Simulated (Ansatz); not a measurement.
An elastic tensor (GPa, Voigt order, standard axes) from DFT-PBEsol in the program Ansatz with PAW potentials:

```
 326  70.6  70.6   0.0   0.0   0.0
70.6   326  70.6   0.0   0.0   0.0
70.6  70.6   326   0.0   0.0   0.0
 0.0   0.0   0.0  74.4   0.0   0.0
 0.0   0.0   0.0   0.0  74.4   0.0
 0.0   0.0   0.0   0.0   0.0  74.4
```

**Question.** Which compound is it?
A. Pt, fcc (Cu type)
B. As2Pt, Pa-3 (Pt on 4a, As on 8c)
C. RuS2, Pa-3 (Ru on 4a, S on 8c)
D. AlAs, zinc blende

**Answer.** B, As2Pt, Pa-3 (Pt on 4a, As on 8c)

The cell was relaxed with PBEsol under the symmetry of its start. The run is not spin-polarised. Spin–orbit coupling is left out wherever it is not named.

Potentials: the later of the program's two PAW sets.
